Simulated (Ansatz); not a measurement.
Polymorphs of BeS, each relaxed with PBEsol (plane waves, PAW; program Ansatz):

A: rock salt (Fm-3m), a = b = c = 4.590 Å, α = β = γ = 90.00°

B: CsCl type (Pm-3m), a = b = c = 2.8947 Å, α = β = γ = 90.00°

C: zinc blende (F-43m), a = 4.838 Å, b = 4.838 Å, c = 4.838 Å, α = 90.00°, β = 90.00°, γ = 90.00°

D: P6_422, a = 3.423 Å, b = 3.423 Å, c = 7.746 Å, α = 90.00°, β = 90.00°, γ = 120.00°

E: NiAs type (P6_3/mmc), a = b = 3.2710 Å, c = 5.2065 Å, α = β = 90.00°, γ = 120.00°

### Question
Order them by energy per atom at 0 K (lowest first) at the level PBEsol.

### Answer
C (+0 meV/atom), D (+290 meV/atom), E (+452 meV/atom), A (+494 meV/atom), B (+1419 meV/atom)

### Question
Give each one's gap.

### Answer
A 0.94 eV; B no gap; C 2.91 eV; D 2.48 eV; E 1.39 eV.

Constructed cells (a structure type filled with these elements, in neither database checked): B. Typed or built starts, not in the databases checked: A; D. Not the usual ambient phase: E. Unstable at this level: A; B; E. All cells were relaxed under the symmetry of their starts (and spin orders); stability against distortions was not tested throughout.

Energies hold the estimated change up to a 700 eV cutoff; steps of a few meV lie near the error of the meshes.

Potentials: the earlier of the program's two PAW sets. The files were generated under PBE; for other functionals the program regenerates the frozen cores, and for LDA and PBEsol the local potential too.
